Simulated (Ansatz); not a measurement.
**K₂NiO₂, a database entry at a rescaled volume**

```xyz
5
Lattice="0.0000 3.9411 0.0000 3.9411 0.0000 0.0000 1.9706 1.9706 -6.4003" Properties=species:S:1:pos:R:3 pbc="T T T"
K     3.9411    3.9411   -4.3855
K     1.9706    1.9706   -2.0148
Ni    0.0000    0.0000    0.0000
O     3.9411    3.9411   -1.6820
O     1.9706    1.9706   -4.7183
```

Single point in Ansatz 0.2.0 with PBE0, collinear spin. Cutoff 420 eV, PAW datasets, 5×5×5 Γ-centred k mesh, fermi-dirac filling (width 0.1079 eV).

Magnetic state (reached from a saved solution, and it need not be the lowest): Ni3 up.

Question: Which atom feels the largest force, and which way?

Answer: The largest is on O4 (and as large on other atoms): 0.17 eV/Å, components (0.00, 0.00, -0.17). It makes 180° with the line to a nearest neighbour, Ni3 at 1.68 Å, pointing away from it.

Question: What do density and ELF say about some of the short contacts?

Answer: Ni–O at 1.68 Å: least valence density 1.36 e/Å³ and ELF 0.39 there. K–O at 2.70 Å: least valence density 0.13 e/Å³ and ELF 0.04 there, a closed-shell (ionic or weak) contact. Both are smooth PAW fields, read partly inside the augmentation spheres.

Question: Metal or insulator? Give the gap.

Answer: The gap on the k mesh is 4.55 eV; the mesh may miss the band edges, so the true gap of this level can be smaller.

Question: Which orbitals make up the band edges?

Answer: Within 0.7 eV of the edges, the states project mainly on O p (65 %) and Ni d (23 %) below the gap and on Ni d (67 %) and O p (29 %) above it.

Question: How large are the moments?

Answer: Ni3 +1.41 μB of spin moment in Bader basins; net size 2.00 μB a cell.

Origin: a database entry at a rescaled volume. Caveats: an odd or shifted mesh can miss the band edges, so this level's true gap may be smaller; gaps of Fe, Co and Ni magnets come out low on these datasets; the exchange threshold is loose for a stress; the SCF threshold is loose for a stress.
